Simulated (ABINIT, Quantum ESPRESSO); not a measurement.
Given: the input of a run of Quantum ESPRESSO 7.5 on AlCu2. The cell comes from a database or a generator and needn't be the stable form of this composition.

Contents of pw.in:

```
&CONTROL
  calculation = 'scf'
  prefix = 'pwscf'
  outdir = './tmp'
  pseudo_dir = './pseudo'
  tprnfor = .true.
  tstress = .true.
  disk_io = 'low'
/
&SYSTEM
  ibrav = 0
  nat = 3
  ntyp = 2
  ecutwfc = 55
  ecutrho = 440
  nbnd = 19
  occupations = 'smearing'
  smearing = 'fd'
  degauss = 0.00367493
/
&ELECTRONS
  conv_thr = 6d-10
  electron_maxstep = 120
  mixing_beta = 0.5
/
ATOMIC_SPECIES
Al    26.9815 Al.pbe-n-kjpaw_psl.1.0.0.UPF
Cu    63.5460 Cu.paw.z_11.ld1.psl.v1.0.0-low.upf
CELL_PARAMETERS angstrom
   2.7869321000    0.0000000000    0.0000000000
   0.0000000000    2.7869321000    0.0000000000
   0.0000000000    0.0000000000    6.1167578300
ATOMIC_POSITIONS crystal
Al     0.0000000000    0.0000000000    0.5000000000
Cu     0.0000000000    0.0000000000    0.8091535500
Cu     0.0000000000    0.0000000000    0.1908464500
K_POINTS automatic
10 10 5 0 0 0
```

pp_density.in

```
&INPUTPP
  prefix = 'pwscf'
  outdir = './tmp'
  filplot = 'density.dat'
  plot_num = 0
/
&PLOT
  nfile = 1
  filepp(1) = 'density.dat'
  iflag = 3
  output_format = 6
  fileout = 'density.cube'
/
```

Contents of pp_potential.in:

```
&INPUTPP
  prefix = 'pwscf'
  outdir = './tmp'
  filplot = 'potential.dat'
  plot_num = 11
/
&PLOT
  nfile = 1
  filepp(1) = 'potential.dat'
  iflag = 3
  output_format = 6
  fileout = 'potential.cube'
/
```

Potentials or basis: SSSP 1.3 efficiency PBE.

Command:

```bash
$ OMP_NUM_THREADS=1 pw.x -in pw.in > pw.out
$ OMP_NUM_THREADS=1 pp.x -in pp_density.in > pp_density.out
$ OMP_NUM_THREADS=1 pp.x -in pp_potential.in > pp_potential.out
```

Task: Set up the same calculation for ABINIT 10.8.3 (patched build). Potentials or basis there: JTH PAW PBE v2.0, cutoff 707 eV.

Result: As run (cutoffs and basis follow the program's own potentials, and thresholds, step limits or extra output files can differ):

run.abi

```
# Pseudopotentials
pp_dirpath "./"
pseudos "Al.GGA_PBE-JTH.xml, Cu.GGA_PBE-JTH.xml"

# Structure
structure "poscar:POSCAR"
natom 3

# Plane-wave basis
ecut 26.0
pawecutdg 48.0
pawxcdev 0
pawovlp 30

# k points
kptopt 1
ngkpt 10 10 5
nshiftk 1
shiftk 0.0 0.0 0.0

# Exchange and correlation
ixc 11

# Bands and occupations
nband 25
occopt 3
tsmear 0.00183747

# SCF cycle
nstep 100
tolvrs 1.0e-9

# Output
iomode 3
prtwf 0
prteig 0
prtebands 0
prtden 1
prtvha 1
prtvclmb 1
prtpot 1
```

POSCAR

```
AlCu2
1.0
    2.7869321000      0.0000000000      0.0000000000
    0.0000000000      2.7869321000      0.0000000000
    0.0000000000      0.0000000000      6.1167578300
Al Cu
1 2
Direct
    0.0000000000      0.0000000000      0.5000000000  Al
    0.0000000000      0.0000000000      0.8091535500  Cu
    0.0000000000      0.0000000000      0.1908464500  Cu
```

Potentials or basis: JTH PAW PBE v2.0.

Run with:

```console
$ abinit run.abi > log 2>&1
```

Both were run:

|  | Quantum ESPRESSO | ABINIT |
| --- | --- | --- |
| Pressure | 24.5 GPa | 24.6 GPa |
| Largest force | 5.950 eV/Å | 5.936 eV/Å |

The potentials hold 25 and 41 valence electrons a cell.

The cell lies far from this level's equilibrium.

Pressure is positive in compression.
